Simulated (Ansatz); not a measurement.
The start is a relaxed La cell deformed by the Cartesian strain tensor (xx, yy, zz, yz, xz, xy) = (0.075, 0.156, 0.158, -0.051, 0.030, -0.099). The structure is fully relaxed (lattice and positions, P = 0) with r2SCAN (plane waves to 500 eV, PAW, scalar-relativistic; Ansatz, an electronic-structure program). The first steps use a coarse 10×9×3 k-mesh.

The start:
```yaml
crystal:
  lattice:
    - [4.06850, -0.37468, 0.11543]
    - [-2.35873, 3.97625, -0.22487]
    - [0.36690, -0.61350, 13.93007]
  atoms:
    - { symbol: La, position: [0.00000, 0.00000, 0.00000] }
    - { symbol: La, position: [0.00000, 0.00000, 0.50000] }
    - { symbol: La, position: [0.33333, 0.66667, 0.25000] }
    - { symbol: La, position: [0.66667, 0.33333, 0.75000] }
```

- Initial pressure = -5.4 GPa (negative: the cell is under tension)
- Largest initial force = 0.11 eV/Å, on La3, La4 (atoms numbered as listed)
- Energy released = 0.40 eV/atom
- Volume change = -29.8 %, from 53.13 to 37.31 Å³/atom
- Band gap at the end = no gap (metallic)
- Optimiser moves = 11

Relaxed structure:

```cif
data_La4
_chemical_formula_sum 'La4'
_space_group_name_H-M_alt 'P63/mmc'
_space_group_IT_number 194
_space_group_name_Hall '-P 6c 2c'
_cell_length_a 3.78465
_cell_length_b 3.78465
_cell_length_c 12.02942
_cell_angle_alpha 90.000
_cell_angle_beta 90.000
_cell_angle_gamma 120.000
loop_
_atom_site_label
_atom_site_type_symbol
_atom_site_symmetry_multiplicity
_atom_site_Wyckoff_symbol
_atom_site_fract_x
_atom_site_fract_y
_atom_site_fract_z
_atom_site_occupancy
La1 La 2 a 0.00000 0.00000 0.00000 1
La2 La 2 c 0.33333 0.66667 0.25000 1
```

Final values are on a 14×14×4 k-mesh of the relaxed cell. No spin polarisation in the result.

The run could not lose the symmetry of its start.
